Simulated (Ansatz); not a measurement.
# GaCo, single point

System: GaCo, a measured crystal structure (space group Pm-3m, primitive cell doubled); the cell holds 4 atoms. Source: COD entry 1540151, which need not be the ambient phase.

Level of theory: DFT, PBE, PAW, plane waves, scalar-relativistic (Ansatz development build ahead of 0.2.0).

The input:

```yaml
crystal:
  lattice:
    - [-2.878, -2.878, 0.0]
    - [-2.878, 2.878, 0.0]
    - [0.0, 0.0, -2.878]
  atoms:
    - { symbol: Co, position: [0.0, 0.0, 0.0] }
    - { symbol: Co, position: [0.5, 0.5, 0.0] }
    - { symbol: Ga, position: [0.0, 0.5, 0.5] }
    - { symbol: Ga, position: [0.5, 0.0, 0.5] }
hamiltonian:
  xc: pbe
  pseudopotentials: { kind: paw }
basis:
  ecutwfc: 420
kpoints:
  mp_grid: { grid: [7, 7, 9] }
scf:
  occupations: { method: gaussian, width: 0.1 }
  lower_state_search: "off"
output:
  forces: true
  stress: true
```

Program output, abridged:

```
Pseudopotentials: kind: paw
Pseudopotential: Co, paw, valence charge 17, recommended cutoff 420 eV (normal), Co.paw.azcp
Pseudopotential: Ga, paw, valence charge 13, recommended cutoff 420 eV (normal), Ga.paw.azcp
Functional definition: PBE
Crystal: 4 atoms, lattice volume = 47.676 Å³
Basis set: ecut = 420 eV, 929 PW (Γ), exchange–correlation on 60×60×40 points (8 copies of the dense FFT grid, shifted against one another)
Bands: 35, of which v1, the nominal top of the filled ones, is band 30 counted from 1 (29 counted from 0)
Symmetry: 32 space group operations
Space group: Pm-3m (ITA 221), of the structure as read, at distance tolerance 3.6e-5 Å
k-points: 50 of 441
Non-local potential: Co, projectors of the file, l = 0: 3, l = 1: 2, l = 2: 3, l = 3: 1
Non-local potential: Ga, projectors of the file, l = 0: 2, l = 1: 2, l = 2: 3, l = 3: 1
Initial density: superposition of atomic densities (neutral atoms: chi_scale 0, normalization atom), corrected by the library's trained network
Initial wavefunctions: pseudopotential atomic-orbital guess
Functional: x = pbe(κ = 0.804, μ = 0.2195149727645171), c = pbe(β = 0.06672455060314922)
SCF iter   1: F=—  HF=-17819.366945 eV  |F-HF|=—  |Δ(HF+E_count)|=         —  Δρ=2.11e-3  dr2=9.82e-4  ethr=1.77e-3  ⟨swp⟩=5.5  Hψ=5892  notcnv=0
preconditioner: auto → Kerker (q_TF=auto, 2.835 Å⁻¹)  [metal: Δε(μ)=0.021 eV  Ē_g=11.569 eV  σ=0.100 eV  W_gap=0.12  n_scr=18 (ndim 8)  ℏωp=35.7 eV  f_vac=0.000  D(μ)=3.05/eV (n_scr^D=30)]
SCF iter   2: F=—  HF=-17819.367277 eV  |F-HF|=—  |Δ(HF+E_count)|=   3.32e-4  Δρ=1.01e-3  dr2=2.20e-4  ethr=1.64e-6  ⟨swp⟩=2.5  Hψ=3759  notcnv=0
SCF iter   3: F=—  HF=-17819.367330 eV  |F-HF|=—  |Δ(HF+E_count)|=   5.25e-5  Δρ=2.23e-4  dr2=9.79e-6  ethr=3.67e-7  ⟨swp⟩=2.0  Hψ=2098  notcnv=0
SCF iter   4: F=—  HF=-17819.367274 eV  |F-HF|=—  |Δ(HF+E_count)|=   5.61e-5  Δρ=8.11e-5  dr2=1.78e-6  ethr=1.63e-8  ⟨swp⟩=2.0  Hψ=2838  notcnv=0
SCF iter   5: F=—  HF=-17819.367275 eV  |F-HF|=—  |Δ(HF+E_count)|=   7.40e-7  Δρ=5.04e-5  dr2=9.57e-7  ethr=2.96e-9  ⟨swp⟩=2.0  Hψ=2792  notcnv=0
SCF iter   6: F=-17819.367274 eV  HF=-17819.367274 eV  |F-HF|=1.03e-7  |Δ(HF+E_count)|=   3.12e-7  Δρ=1.42e-5  dr2=8.94e-8  ethr=1.67e-10  ⟨swp⟩=3.6  Hψ=7465  notcnv=0
SCF 1 converged in 6 iterations: F = -17819.367274 eV  dr2 = 8.94e-8
  greatest PAW one-centre occupation: 1.001 electrons in one spin orbital (limit 2), on the Co atom at site 1 (counted from 0), in its partial waves of l = 1
SCF converged after 6 iterations
Free energy (F): -17819.367274 eV
Harris-Foulkes:  -17819.367274 eV  (|F-HF|=1.03e-7)
Internal energy: -17819.351920 eV  (E = F + TS)
E sigma→0 (E₀):  -17819.359597 eV
Entropy (-TS):   -0.015354 eV (-3.839 meV/atom)
Fermi energy:    16.952045 eV
--- Per-component energies (eV) ---
  E_band       = -432.415300
  E_kinetic    = 1146.932095
  E_local      = -8967.053216  (includes V_loc(G=0)·N_el)
  E_nonlocal   = 1769.391959
  E_hartree    = 3981.529327
  E_xc         = -457.918238
  E_vxc        = -529.032898  (∫ρ·V_xc dr)
  E_paw        = -7017.000966  (= ΣΔE_a)
  E_vpaw       = -1815.694174  (= ΣTr[D̂ρ^β])
  E_aug_tail   = -0.000065  (compensation charges beyond the density's cutoff)
  E_ewald      = -8275.232815
  E_smearing   = -0.015354  (= −TS)
  E_closure    = -0.000000  (closes the sum)
  Σ components = -17819.367274   (vs F -17819.367274, Δ=0.00e0)
--- Forces (eV/Å), atoms counted from 1 ---
  atom   1  Co    -0.00000000    -0.00000000     0.00000000
  atom   2  Co    -0.00000000    -0.00000000     0.00000000
  atom   3  Ga    -0.00000000     0.00000000     0.00000000
  atom   4  Ga    -0.00000000    -0.00000000     0.00000000
  max |Σ_I F_I| component: 2.08e-28 eV/Å
--- Stress (GPa, compression-positive) ---
        0.745889       0.000000       0.000000
        0.000000       0.745889       0.000000
        0.000000       0.000000       0.519271
  P = ⅓ Tr σ = 0.6703 GPa (6.703 kbar)
```

Among 11 converged runs of this cell from various starts and settings, this end is 0.4 meV/atom above the lowest found (antiferromagnetic, site moments Co1 0.20, Co2 -0.20 μB, total 0.00 μB per cell, no gap on the k-mesh).

A small moment in a metal is sensitive to the mesh and the smearing.

The run took 2.2 s on 2 threads of Arm Neoverse V2 (shared host), peak memory 0.36 GiB.
